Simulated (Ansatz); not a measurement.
# Data sheet: SiO$_{2}$ (DFT)

SiO$_{2}$:
```yaml
crystal:
  lattice:
    - [3.77425, 0.00000, 0.00000]
    - [0.00000, 3.77425, 0.00000]
    - [0.00000, 0.00000, 3.77425]
  atoms:
    - { symbol: Si, position: [0.50000, 0.50000, 0.50000] }
    - { symbol: Si, position: [0.00000, 0.00000, 0.00000] }
    - { symbol: O, position: [0.25000, 0.25000, 0.25000] }
    - { symbol: O, position: [0.25000, 0.75000, 0.75000] }
    - { symbol: O, position: [0.75000, 0.75000, 0.25000] }
    - { symbol: O, position: [0.75000, 0.25000, 0.75000] }
```

Space group Pn-3m (No. 224); conventional cell a = 3.774 Å, b = 3.774 Å, c = 3.774 Å, α = 90.00°, β = 90.00°, γ = 90.00°.

Method: r²SCAN (plane waves, PAW; program Ansatz). Structure relaxed to zero pressure with the same functional. Other levels are named where they apply.

Cell and energy:

- Volume per atom = 8.96 Å³
- Density = 3.71 g/cm³
- Formation energy from the elements (no fitted shifts) = -2.65 eV/atom

Electronic structure:

Band gap: 5.75 eV (indirect)
Valence-band maximum: at R
Conduction-band minimum: at Γ
Smallest direct gap on the standard path: 6.33 eV
Electron effective mass: 0.41 mₑ (isotropic)
HSE06 gap on the r²SCAN cell: 6.86 eV

Mechanics:

* **Bulk modulus (Birch–Murnaghan fit)**: 303 GPa
* **Pressure derivative B′**: 4.0
* **Elastic constants (relaxed ions, GPa)**: C11 = 391, C12 = 260, C44 = 251
* **Mechanical stability**: stable (all eigenvalues of C positive)
* **Hill bulk and shear moduli**: 304 and 147 GPa
* **Young's modulus**: 380 GPa
* **Poisson's ratio**: 0.29
* **Debye temperature from the elastic constants**: 1010 K

Dielectric response:

- Electronic dielectric constant ε∞ (DFPT) = 3.12
- Static dielectric constant ε0 (ions relaxed, cell fixed) = 9.12
- Born charges (a third of the trace) = Si +3.86, O -1.93 e

Phonons:

- Highest zone-centre frequency (without LO–TO term) = 1081 cm⁻¹
- Zone-centre stability = no imaginary mode at Γ
- Dynamical stability on the path = stable (no imaginary branch)
- Zero-point energy = 105.8 meV/atom
- Vibrational entropy at 300 K = 10.3 J/(K·mol of atoms)

Charges:

Bader charges: Si +3.36, O -1.68 e

The first step of the workflow began from a Materials Project structure, measured or hypothetical; the Crystallography Open Database copy checked does not list it. It is not the phase usual at ambient conditions (space group No. 92, 152, 154). The r²SCAN relaxation kept the symmetry of its start. The references are the lowest solids computed at this level, not always the standard phases (solids in place of the gases).

Potentials: the earlier of the program's two PAW sets.
